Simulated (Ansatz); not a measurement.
**Phases of Ru at 520 GPa**

Structure types of Ru are relaxed in primitive cells with their symmetry kept at 520 GPa, first on PAW files, then by LAPW. The enthalpy is E + pV at zero temperature, without zero-point motion. Only the types listed were tried, and differences under about 5 meV/atom are mesh noise. Not among the end structures: fcc, which may lie lower.

All numbers are PBEsol results (scalar-relativistic) from Ansatz 0.2.0, with Fermi–Dirac smearing of 0.1 eV, no spin polarisation. Methods: LAPW: all electrons, basis error target 0.5 meV/atom; PAW: frozen-core files, cutoff 420 eV.

k meshes: bcc 21×21×21, hcp 20×20×11, simple hexagonal 20×20×19, diamond 15×15×15, omega 10×10×14.

The PAW files were made under PBE.

**Question.** Which type is lowest in enthalpy, and by how much?

**Answer.** hcp, 691 meV/atom below omega. The whole table:

```json
{"start type": "bcc", "ends as": "bcc, Im-3m", "a, b, c (Å)": "2.542, 2.542, 2.542", "V (Å³/atom)": "8.21", "H − H(lowest), LAPW (meV/atom)": "1103.0", "same, PAW": "1104.1"}
{"start type": "hcp", "ends as": "hcp, P6_3/mmc", "a, b, c (Å)": "2.272, 2.272, 3.647", "V (Å³/atom)": "8.15", "H − H(lowest), LAPW (meV/atom)": "0.0", "same, PAW": "0.0"}
{"start type": "simple hexagonal", "ends as": "simple hexagonal, P6/mmm", "a, b, c (Å)": "2.181, 2.181, 2.035", "V (Å³/atom)": "8.38", "H − H(lowest), LAPW (meV/atom)": "2336.7", "same, PAW": "2331.1"}
{"start type": "diamond", "ends as": "diamond, Fd-3m", "a, b, c (Å)": "4.327, 4.327, 4.327", "V (Å³/atom)": "10.13", "H − H(lowest), LAPW (meV/atom)": "10941.6", "same, PAW": "10951.6"}
{"start type": "omega", "ends as": "omega, P6/mmm", "a, b, c (Å)": "3.597, 3.597, 2.202", "V (Å³/atom)": "8.22", "H − H(lowest), LAPW (meV/atom)": "690.9", "same, PAW": "691.3"}
```

**Question.** Split the lead of hcp over omega into energy and pV.

**Answer.** For omega less hcp: ΔE = +461.8 meV/atom, and p·ΔV = 520 GPa × +0.0706 Å³ × 6.242 meV/(GPa·Å³) = +229.1 meV/atom, together 690.9 meV/atom. hcp wins on both counts.
